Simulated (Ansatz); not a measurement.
# Computed properties of PIr

```yaml
crystal:
  lattice:
    - [0.00000, 2.46480, 2.46480]
    - [2.46480, 0.00000, 2.46480]
    - [2.46480, 2.46480, 0.00000]
  atoms:
    - { symbol: Ir, position: [0.00000, 0.00000, 0.00000] }
    - { symbol: P, position: [0.50000, 0.50000, 0.50000] }
```

Atom numbers follow the list: Ir1, P2.

The cell was built from the rocksalt type and relaxed in the same program, and has space group Fm-3m; it needn't be a known or the stable phase.

Spin–orbit coupling is left out, though it moves levels of the heavy atoms by tenths of an eV or more.

Methods: DFT, PBE, all-electron LAPW, scalar-relativistic (Ansatz 0.2.0); DFT, PBE, PAW with Ansatz's default frozen-core files, scalar-relativistic (Ansatz 0.2.0).

For LAPW: a Γ-centred 13×13×13 k mesh, Fermi–Dirac smearing of 0.05 eV, basis error target 0.5 meV/atom, no spin polarisation. PAW takes a cutoff of 420 eV at this cell. The Ansatz runs share mesh, smearing and spin set-up. Values come from LAPW unless marked.

| Property | Result |
| --- | --- |
| Band gap | none: bands cross the Fermi level, a metal |
| Density of states at the Fermi level (0.2 eV bin) | 1.21 states/eV per cell |
| Löwdin charges (with 0.18 e of the cell spilling out of the atomic basis, so their sizes and signs hang on that basis) | Ir1 0.24, P2 -0.06 e |
| Bader charges (from the PAW run) | Ir1 -0.07, P2 +0.07 e |
| Volume per atom | 14.97 Å³ |
| Pressure at this cell | 0.4 kbar |
